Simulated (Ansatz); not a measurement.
GeS2 (anatase, I4_1/amd) at seven volumes, the program Ansatz at the PBE level (PAW), shape and atoms relaxed at each. One row is withheld.

```json
[
 {"V (Å³/atom)": "19.937", "P (GPa)": "4.00"},
 {"V (Å³/atom)": "20.594", "P (GPa)": "2.53"},
 {"V (Å³/atom)": "21.251", "P (GPa)": "1.21"},
 {"V (Å³/atom)": "21.909", "P (GPa)": "0.00"},
 {"V (Å³/atom)": "22.566", "P (GPa)": "-1.07"},
 {"V (Å³/atom)": "23.223", "P (GPa)": "?"},
 {"V (Å³/atom)": "23.880", "P (GPa)": "-2.79"}
]
```

Fit the shown pressures and predict the withheld one.

Third-order Birch–Murnaghan: P = (3/2)B₀(x^(7/2) − x^(5/2))[1 + (3/4)(B′ − 4)(x − 1)] with x = (V₀/V)^(2/3). Least squares on the six rows gives V₀ = 21.913 Å³/atom, B₀ = 37.07 GPa, B′ = 2.93. At V = 23.223, x = 0.9620 and P = -1.97 GPa. The run itself gave -2.00 GPa.

The cell is a constructed one: a structure type filled with these elements; neither database checked (COD, Materials Project) lists it. COD files the formula under space group No. 14, 43, 82, 122, 217. Its standing as an ambient phase is unchecked. The cell was relaxed with PBE under the symmetry of its start; whether a distortion lowers the energy is not shown.

Potentials: the later of the program's two PAW sets.
